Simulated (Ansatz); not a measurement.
SrIn₂:
```
SrIn2
1.0
    5.03560     0.00000     0.00000
   -2.51780     4.36096     0.00000
    0.00000     0.00000     8.14035
Sr In
2 4
Cartesian
  0.00000   0.00000   6.10526
  0.00000   0.00000   2.03509
  0.00000   2.90731   7.75912
  2.51780   1.45365   0.38123
  2.51780   1.45365   3.68894
  0.00000   2.90731   4.45141
```

Relaxed with r²SCAN. Special points in fractions of this cell's reciprocal vectors: Γ (0.000, 0.000, 0.000); M (0.500, 0.000, 0.000); K (0.333, 0.333, 0.000); A (0.000, 0.000, 0.500); L (0.500, 0.000, 0.500); H (0.333, 0.333, 0.500).

Question: List the band energies nearest the Fermi level at these points for r²SCAN (plane waves, PAW; program Ansatz).

Answer: In eV from the Fermi level; about four levels below and three above (degenerate sets whole), none deeper than 8.9 eV; points with the same levels are listed once.

```json
[
 {"k": "Γ", "below": "-4.66 -1.29 -1.29 -0.19", "above": "0.29 0.41 0.56 0.56"},
 {"k": "M", "below": "-1.73 -1.63 -1.61 -0.12", "above": "1.08 2.20 2.91"},
 {"k": "K", "below": "-3.50 -1.81 -1.74 -1.74", "above": "1.88 2.09 2.09"},
 {"k": "A", "below": "-0.68 -0.68 -0.68 -0.68", "above": "0.41 0.41 1.46 1.46 1.46 1.46"},
 {"k": "L", "below": "-1.61 -1.61 -1.31 -1.31", "above": "0.70 0.70 0.96 0.96"},
 {"k": "H", "below": "-2.81 -2.81 -1.07 -1.07", "above": "0.80 0.80 2.74 2.74"}
]
```

Space group P6_3/mmc. The first step of the workflow began from a Materials Project structure, measured or hypothetical; the Crystallography Open Database copy checked does not list it. Whether it is the stable phase at ambient conditions was not checked. The r²SCAN relaxation kept the symmetry of its start; its stability against distortions is not shown here. Scalar-relativistic: spin–orbit coupling is off unless named, which matters more the heavier the elements.

Potentials: the later of the program's two PAW sets.
